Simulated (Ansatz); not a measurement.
Data:

Relaxed SnO (litharge type, space group P4/nmm):

```
CELL_PARAMETERS angstrom
      3.83618     0.00000     0.00000
      0.00000     3.83618     0.00000
      0.00000     0.00000     4.75736
ATOMIC_POSITIONS crystal
  Sn 0.50000 0.00000 0.24343
  Sn 0.00000 0.50000 0.75657
  O  0.00000 0.00000 0.00000
  O  0.50000 0.50000 0.00000
```

In each cell atom 4 (O, nearest neighbour Sn at 2.241 Å; its periodic images, 3.8 Å or more away, move with it) moves by s·(0.707, 0.707, 0.000) (along Cartesian [110]), the rest being held.

Level of theory: PBE-D3(BJ) (plane waves to 420 eV, PAW, scalar-relativistic; Ansatz, a quantum-chemistry and plane-wave program). k mesh 10×10×8 (Γ-centred), Fermi-Dirac smearing 0.05 eV. E stands for the smeared free energy. With partly filled bands, energies and forces of such displacements shift with the k mesh and the smearing. At this level the bands of SnO touch or barely overlap; measurements give the solid a gap. SnO was relaxed with its symmetry unable to fall. The PAW data are Ansatz's earlier set. The zero of ΔE is the undisplaced structure.

The scan covers s from -0.220 to 0.220 Å in 11 points.

Problem. Is this a single well or a double well?

Solution. A single well with its minimum at or next to zero displacement.

Problem. Is the energy the same for equal positive and negative displacements?

Solution. Even: the same for both signs. With its periodic images moving along, the atom's site symmetry in this cell is -4m2.

Problem. What is the force constant k = d²E/ds² of this move at s = 0?

Solution. 7.65 eV/Å².

(A displaced cell: forces are minus the slopes of the energy, force constants its curvatures, and phonons follow from these.)
